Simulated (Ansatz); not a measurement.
Phases of Mo at 6.5 GPa

Structure types of Mo are relaxed in primitive cells with their symmetry kept at 6.5 GPa, first on PAW files, then by LAPW. The enthalpy is E + pV at zero temperature, without zero-point motion. Only the types listed were tried, and differences under about 5 meV/atom are mesh noise. Not among the end structures: fcc, which may lie lower.

Level of theory: DFT with LDA, scalar-relativistic, in Ansatz 0.2.0; Fermi–Dirac smearing of 0.05 eV, no spin polarisation. LAPW: all electrons, basis error target 0.5 meV/atom; PAW: frozen-core files, cutoff 420 eV.

k meshes: bcc 17×17×17, hcp 16×16×9, beta tin 16×16×16, omega 8×8×12, simple hexagonal 17×17×15.

The PAW files were made under PBE.

| start type | ends as | a, b, c (Å) | V (Å³/atom) | H − H(lowest), LAPW (meV/atom) |
| --- | --- | --- | --- | --- |
| bcc | bcc, Im-3m | 3.090, 3.090, 3.090 | 14.76 | 0.0 |
| hcp | hcp, P6_3/mmc | 2.697, 2.697, 4.752 | 14.97 | ? |
| beta tin | beta tin, I4_1/amd | 4.928, 4.928, 2.570 | 15.60 | ? |
| omega | omega, P6/mmm | 4.551, 4.551, 2.510 | 15.01 | 429.2 |
| simple hexagonal | simple hexagonal, P6/mmm | 2.708, 2.708, 2.445 | 15.52 | 923.8 |

Problem. Give the missing entry: row "beta tin", column "H − H(lowest), LAPW (meV/atom)".

Solution. 891.0.

Problem. What belongs in the row "hcp", column "H − H(lowest), LAPW (meV/atom)"?

Solution. 457.9.

Problem. Split the lead of bcc over omega into energy and pV.

Solution. For omega less bcc: ΔE = +419.1 meV/atom, and p·ΔV = 6.5 GPa × +0.2497 Å³ × 6.242 meV/(GPa·Å³) = +10.1 meV/atom, together 429.2 meV/atom. bcc wins on both counts.
